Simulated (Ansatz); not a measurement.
Cell and atoms are relaxed with the symmetry kept. Start:

Space group P6_3/mmc (No. 194). a = 2.534 Å, b = 2.534 Å, c = 4.113 Å, α = 90.00°, β = 90.00°, γ = 120.00°
```
atom site symmetry x y z
  Cu    2c      -6m2  0.3333  0.6667  0.2500
```

Level of theory: Ansatz 0.2.0, DFT r2SCAN, scalar-relativistic, plane waves, PAW.

Plane waves to 500 eV, a k mesh through Γ of 18×18×10 on the computed 2-atom cell and Gaussian smearing (0.10 eV); no spin polarisation.

Question: What does it relax to?

Answer: The volume rises by 0.02 Å³/atom to 11.45 Å³/atom, and the energy falls by 0.2 meV/atom. Final structure:
```xyz
2
Lattice="2.5305 0.0000 0.0000 -1.2653 2.1915 0.0000 0.0000 0.0000 4.1299" Properties=species:S:1:pos:R:3 pbc="T T T"
Cu    0.0000    1.4610    1.0325
Cu    1.2653    0.7305    3.0974
```

Course of the relaxation (steps run on the plane waves of an earlier cell, and the basis is chosen afresh near the end, so energy and pressure can step there; trial steps that raised the energy were taken back; energies are free energies):

```tsv
step	E − E_final (meV/atom)	P (GPa)	V (Å³/atom)
1	0.2	0.27	11.44
2	0.1	0.14	11.44
3	0.0	0.04	11.45
4	0.0	0.04	11.45
```